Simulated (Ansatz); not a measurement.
# WS₂ — ³³S NMR of the central transition

Cell: a structure deposited in the COD, ions relaxed with PBE at fixed cell.

Space group P6_3/mmc (No. 194); a = 3.1800, c = 12.5000 Å, γ = 120.00°.

```
site  Wyckoff  site symmetry       x       y       z
   W       2c           -6m2  0.3333  0.6667  0.2500
   S       4f            3m.  0.3333  0.6667  0.6245
```

One atom of each set is listed.

Computed with Ansatz: DFT, LDA, plane waves and PAW, scalar-relativistic, collinear spin, 420 eV cutoff, Γ-centred 11×11×3 k-points, Fermi–Dirac smearing 0.02 eV. Start moments as typed (μB): 2 on each W, none on the rest.

³³S has I = 3/2 and Q = -69.40 mb (Pyykkö 2018); at 9.4 T its Larmor frequency is ν₀ = 30.8 MHz. Only the quadrupole interaction is simulated: positions count from each site's isotropic chemical shift, and shift anisotropy, dipolar and J coupling are left out.

(1) Give C_Q, η, the quadrupolar product P_Q = |C_Q|(1 + η²/3)^½, the second-order isotropic shift and the breadth of the pattern (static powder) for each S site.

## Answers

(1) 

| site | first shell | C_Q (MHz) | η | P_Q (MHz) | δ_QIS (ppm) | breadth (kHz) |
| --- | --- | --- | --- | --- | --- | --- |
| S | 3 W at 2.41 Å; also 7 S at 3.14–3.18 Å | 7.75 | 0.00 | 7.75 | -1589 | 255 |

δ_QIS = −(ν_Q²/30ν₀²)[I(I+1) − 3/4](1 + η²/3) × 10⁶ ppm with ν_Q = 3|C_Q|/[2I(2I−1)]; it falls as 1/B₀² in ppm, and the breadth as 1/B₀ in kHz.

An axis of threefold or higher order runs through S, so V_zz lies along it and η is zero.

At this cell the LDA pressure is -6 GPa, so with LDA the cell would shrink if it were relaxed. The largest force is 0.5 eV/Å, so the atoms aren't at the calculated equilibrium and relaxing them would move these values. Without spin–orbit coupling the gradients at and beside W can be off by some per cent, at some sites by more. The start moments die out, and the run ends without spin.
